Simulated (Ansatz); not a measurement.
Theory: DFT, r2SCAN, plane waves (500 eV) with PAW, scalar-relativistic (Ansatz 0.2.0). (PAW data from PBE, frozen cores regenerated.)

An element in the simple cubic structure gives this curve. The cell is scaled uniformly from the relaxed one, with fractional coordinates and shape fixed. Energies are extrapolated to zero smearing, pressures are those at the given smearing. Magnetic state: spin not included.

```json
{"V (Å³/atom)": "14.845", "E − E₀ (meV/atom)": "248.4", "P (GPa)": "45.33"}
{"V (Å³/atom)": "15.520", "E − E₀ (meV/atom)": "99.5", "P (GPa)": "26.60"}
{"V (Å³/atom)": "16.195", "E − E₀ (meV/atom)": "21.3", "P (GPa)": "11.53"}
{"V (Å³/atom)": "16.870", "E − E₀ (meV/atom)": "0.1", "P (GPa)": "-0.65"}
{"V (Å³/atom)": "17.545", "E − E₀ (meV/atom)": "25.1", "P (GPa)": "-10.49"}
{"V (Å³/atom)": "18.219", "E − E₀ (meV/atom)": "87.4", "P (GPa)": "-18.42"}
{"V (Å³/atom)": "18.894", "E − E₀ (meV/atom)": "179.8", "P (GPa)": "-24.79"}
```

**Question.** Which element is it?
A. silicon
B. rhenium
C. gallium
D. chromium

**Answer.** B. Its fit is V₀ = 16.82 Å³/atom, B₀ = 276 GPa, B₀′ = 4.3.
